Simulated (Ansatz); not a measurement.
Data sheet: InP (DFT)

InP:
```
CELL_PARAMETERS angstrom
      4.12113     0.00000     0.00000
     -2.06056     3.56900     0.00000
      0.00000     0.00000     9.24849
ATOMIC_POSITIONS crystal
  In 0.00000 0.49983 0.66667
  In 0.50017 0.50017 0.00000
  In 0.49983 0.00000 0.33333
  P  0.00000 0.49990 0.16667
  P  0.50010 0.50010 0.50000
  P  0.49990 0.00000 0.83333
```

Space group P6_422 (No. 181); conventional cell a = b = 4.1211 Å, c = 9.2485 Å, α = β = 90.00°, γ = 120.00°.

Method: PBEsol in the plane-wave PAW code Ansatz. The cell and atoms are relaxed at this level. Other levels are named where they apply.

Cell and energy:

```
Property                                                      Value
-----------------------------------------------------  ------------
Volume per atom                                            22.67 Å³
Density                                                  5.34 g/cm³
Formation energy from the elements (no fitted shifts)  -67 meV/atom
```

Electronic structure:

```
Item                                                                                                        Value
------------------------------------  ---------------------------------------------------------------------------
Electronic character                  no gap, with almost no states at the Fermi level (zero-gap or semimetallic)
Density of states at the Fermi level                                 0.00 states/eV per atom (mean over ±0.08 eV)
```

The start of the workflow was typed in or built on a structure type; neither database checked (COD, Materials Project) lists it. It is not the phase usual at ambient conditions (space group No. 216). Symmetry was held in the PBEsol relaxation; its stability against distortions is not shown here. Point labels and valley counts follow the cell and symmetry of the run, lower than the named group. The references are the lowest solids computed at this level, not always the standard phases. Spin–orbit coupling is left out wherever it is not named.

Potentials: the later of the program's two PAW sets.
